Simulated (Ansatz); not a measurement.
## Structures of CsB: which is lowest?

Plane-wave DFT in Ansatz with scalar-relativistic PAW potentials, cutoff 420 eV, Γ-centred meshes chosen by cell and gap, Gaussian smearing with energies taken to zero width. Every cell was relaxed (cell and atoms) in a run of its own, within the symmetry of its start. Functional: PBE.

Relaxed structures (starts from databases or built by putting these elements on another compound's sites):
A. F-43m, 2 atoms in the computed cell, a = 7.590 Å; sites (symmetry × multiplicity) Cs -43m × 4, B -43m × 4; start: built
B. P2_13, 8 atoms in the computed cell, a = 6.438 Å; sites (symmetry × multiplicity) Cs .3. × 4, B .3. × 4; start: built

Q: Rank them by energy. Could pressure change the order?

A:
| structure | group | E − E(lowest) (meV/atom) | V (Å³/atom) | gap on mesh (eV) |
| --- | --- | --- | --- | --- |
| B | P2_13 | 0.0 | 33.35 | 0.00 |
| A | F-43m | 282 | 54.65 | 0.00 |

B is lowest, 282 meV/atom under A. The lowest is also the densest of these, so pressure wouldn't bring one of the others in at first order. Other structures may lie lower than all of these, and vibrations aren't counted.

Spin-orbit coupling is left out, which matters for the bands of heavy elements.